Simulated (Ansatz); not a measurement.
## CdSe₂, first-principles data

CdSe$_{2}$:
```xyz
12
Lattice="6.6794 0.0000 0.0000 0.0000 6.6794 0.0000 0.0000 0.0000 6.6794" Properties=species:S:1:pos:R:3 pbc="T T T"
Cd     3.3397     3.3397     0.0000
Cd     0.0000     3.3397     3.3397
Cd     0.0000     0.0000     0.0000
Cd     3.3397     0.0000     3.3397
Se     0.6845     5.9950     2.6552
Se     5.9950     0.6845     4.0242
Se     2.6552     0.6845     5.9950
Se     4.0242     5.9950     0.6845
Se     4.0242     4.0242     4.0242
Se     2.6552     2.6552     2.6552
Se     5.9950     2.6552     0.6845
Se     0.6845     4.0242     5.9950
```

Space group Pa-3 (No. 205); conventional cell a = 6.679 Å, b = 6.679 Å, c = 6.679 Å, α = 90.00°, β = 90.00°, γ = 90.00°.

Method: DFT-r²SCAN in the program Ansatz with PAW potentials. The cell and atoms are relaxed at this level. Other levels are named where they apply.

### Cell and energy

Volume per atom: 24.83 Å³
Density: 6.03 g/cm³
Formation energy from the elements (no fitted shifts): -0.47 eV/atom

### Electronic structure

Band gap: 1.02 eV (indirect)
Valence-band maximum: at Γ
Conduction-band minimum: on the Γ–R line, 36 % of the way from Γ (8 equivalent valleys)
Smallest direct gap on the standard path: 1.22 eV
Electron effective mass: 0.43, 0.43, 0.48 mₑ (principal values)
Electron effective mass with spin–orbit coupling: 0.44, 0.44, 0.48 mₑ (principal values)
Hole effective mass, band 1 of 2 at the edge: 5.0 along [100], 0.78 along [110], 0.42 along [111] (mₑ)
Hole effective mass, band 2 of 2 at the edge: 0.22 along [100], 0.29 along [110], 0.42 along [111] (mₑ)
Hole effective mass with spin–orbit coupling, band 1 of 2 at the edge: 4.1 along [100], 0.78 along [110], 0.45 along [111] (mₑ)
Hole effective mass with spin–orbit coupling, band 2 of 2 at the edge: 0.23 along [100], 0.30 along [110], 0.42 along [111] (mₑ)
HSE06 gap on the r²SCAN cell: 1.48 eV
Gap with spin–orbit coupling: 1.01 eV

### Mechanics

Bulk modulus (Birch–Murnaghan fit): 56.5 GPa
Pressure derivative B′: 4.9

### Charges

* **Bader charges**: Cd +0.88, Se -0.44 e

The first step of the workflow began from a Materials Project structure, measured or hypothetical; the Crystallography Open Database copy checked does not list it. Its standing as an ambient phase is unchecked. The cell was relaxed with r²SCAN under the symmetry of its start; its stability against distortions is not shown here. The references are the lowest solids computed at this level, not always the standard phases. Scalar-relativistic: spin–orbit coupling is off unless named, which matters more the heavier the elements.

Potentials: the later of the program's two PAW sets.
